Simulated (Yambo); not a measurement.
```
CELL_PARAMETERS angstrom
      5.71487     0.00000     0.00000
      0.00000     5.71487     0.00000
      0.00000     0.00000     4.10673
ATOMIC_POSITIONS crystal
  H  0.00000 0.85220 0.85475
  H  0.64780 0.50000 0.85475
  H  0.00000 0.14780 0.85475
  H  0.35220 0.50000 0.85475
  H  0.50000 0.64780 0.14525
  H  0.14780 0.00000 0.14525
  H  0.50000 0.35220 0.14525
  H  0.85220 0.00000 0.14525
  N  0.00000 0.00000 0.00000
  N  0.50000 0.50000 0.00000
  Br 0.00000 0.50000 0.54167
  Br 0.50000 0.00000 0.45833
```

Response from Yambo on PBEsol (Quantum ESPRESSO, PseudoDojo norm-conserving, 84 Ry, scalar-relativistic) bands: 4×4×6 mesh, 93 bands, 3 Ry local-field block, 0.2 eV broadening.

Question: Give the static electronic dielectric constant without and with local fields along each axis.

Answer: 
```tsv
field along	ε(0), independent particles	ε(0), RPA with local fields	refractive index √ε
x	3.33	2.90	1.70
z	3.24	2.78	1.67
```
Electronic (clamped-ion) response only. PBEsol gaps are usually too small, which raises these values. Convergence of the RPA response with its 4×4×6 mesh was not tested. x, y and z are Cartesian axes of the cell as given.

Spin-orbit coupling is not included.

Geometry of the Materials Project entry, not relaxed at this level.

The distance between layers or molecules is the database entry's, not relaxed here. Functionals without dispersion can leave it too large, which widens gaps and weakens the response across layers: the numbers belong to this cell.
